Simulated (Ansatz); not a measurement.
LaB6:
```
CELL_PARAMETERS angstrom
      4.12986     0.00000     0.00000
      0.00000     4.12986     0.00000
      0.00000     0.00000     4.12986
ATOMIC_POSITIONS crystal
  La 0.00000 0.00000 0.00000
  B  0.19966 0.50000 0.50000
  B  0.50000 0.19966 0.50000
  B  0.80034 0.50000 0.50000
  B  0.50000 0.80034 0.50000
  B  0.50000 0.50000 0.19966
  B  0.50000 0.50000 0.80034
```

Relaxed with PBEsol. Special points in fractions of this cell's reciprocal vectors: Γ (0.000, 0.000, 0.000); X (0.000, 0.500, 0.000); M (0.500, 0.500, 0.000); R (0.500, 0.500, 0.500).

Q: List the band energies nearest the Fermi level at these points for PBEsol with spin–orbit coupling in the plane-wave PAW code Ansatz.

A: In eV from the Fermi level; about four levels below and three above (degenerate sets whole), none deeper than 8.9 eV; points with the same levels are listed once.

```
k                                below                          above
-  -----------------------------------  -----------------------------
Γ  -1.90 -1.90 -1.90 -1.90 -1.88 -1.88  0.18 0.18 0.19 0.19 0.19 0.19
X              -2.58 -2.58 -1.50 -1.50            1.48 1.48 1.57 1.57
M              -2.90 -2.90 -2.90 -2.90            0.98 0.98 1.06 1.06
R  -2.40 -2.40 -2.40 -2.40 -2.40 -2.40  1.47 1.47 1.69 1.69 1.69 1.69
```

Space group Pm-3m. The cell was relaxed with PBEsol under the symmetry of its start; of distortions, only those at the zone centre were tested.

Potentials: the later of the program's two PAW sets.
